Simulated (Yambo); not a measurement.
```xyz
3
Lattice="0.0000 2.1257 2.1257 2.1257 0.0000 2.1257 2.1257 2.1257 0.0000" Properties=species:S:1:pos:R:3 pbc="T T T"
Be     3.1885     3.1885     3.1885
Be     1.0628     1.0628     1.0628
C      4.2513     4.2513     4.2513
```

Response from Yambo on PBEsol (pw.x of Quantum ESPRESSO, ONCV potentials, without SOC) bands: 16×16×16 mesh, 16 bands, 4 Ry local-field block, 0.2 eV broadening.

Q: Give the static electronic dielectric constant without and with local fields.

A: 
```json
[
 {"field along": "x", "ε(0), independent particles": "7.13", "ε(0), RPA with local fields": "6.62", "refractive index √ε": "2.57"}
]
```
Electronic (clamped-ion) response only. PBEsol gaps are usually too small, which raises these values. Convergence of the RPA response with its 16×16×16 mesh was not tested.

Geometry strained from the cell relaxed with PBEsol, atoms relaxed again.
